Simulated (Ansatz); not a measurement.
An Ansatz (a first-principles code) input:

Ansatz 0.2 input:
```yaml
crystal:
  lattice:
    - [0.0, 2.9685527098, 2.9685527098]
    - [2.9685527098, 0.0, 2.9685527098]
    - [2.9685527098, 2.9685527098, 0.0]
  atoms:
    - { symbol: Se, position: [0.75, 0.75, 0.75] }
    - { symbol: Mg, position: [0.0, 0.0, 0.0] }
kpoints:
  mp_grid: { grid: [6, 6, 6] }
hamiltonian:
  xc: hse06
  pseudopotentials: { kind: paw }
scf:
  n_extra_bands: 6
  occupations: { method: fixed }
output:
  eigenvalues: true
  eigenstates:
    e_range: [-9.0, 11.8]
    kpoints:
      - [0.0, 0.0, 0.0]  # VBM
      - [0.0, 0.0, 0.0]  # CBM
      - [0.0, 0.0, 0.0]  # GAMMA
      - [0.5, 0.0, 0.5]  # X
      - [0.5, 0.5, 0.5]  # L
      - [0.5, 0.25, 0.75]  # W
      - [0.375, 0.375, 0.75]  # K
      - [0.625, 0.25, 0.625]  # U
```

**Question.** How many symmetry operations and irreducible k-points will the run report?

**Answer.** 24 operations, 16 of 216 k-points.

**Question.** With a cutoff of 420 eV, how many plane waves at Γ?

**Answer.** 965.

It took very roughly 2.1 core-minutes on shared server cores.

The points marked VBM and CBM come from a semilocal run.

Space group F-43m (zinc blende). The cell is a constructed one: a structure type filled with these elements; the Crystallography Open Database copy checked does not list it. COD files the formula under space group No. 225, so this cell is another polymorph or a model. Whether it is the stable phase at ambient conditions was not checked. The PBEsol relaxation kept the symmetry of its start; whether a distortion lowers the energy is not shown.

Potentials: the later of the program's two PAW sets.

Ansatz is a plane-wave DFT program.
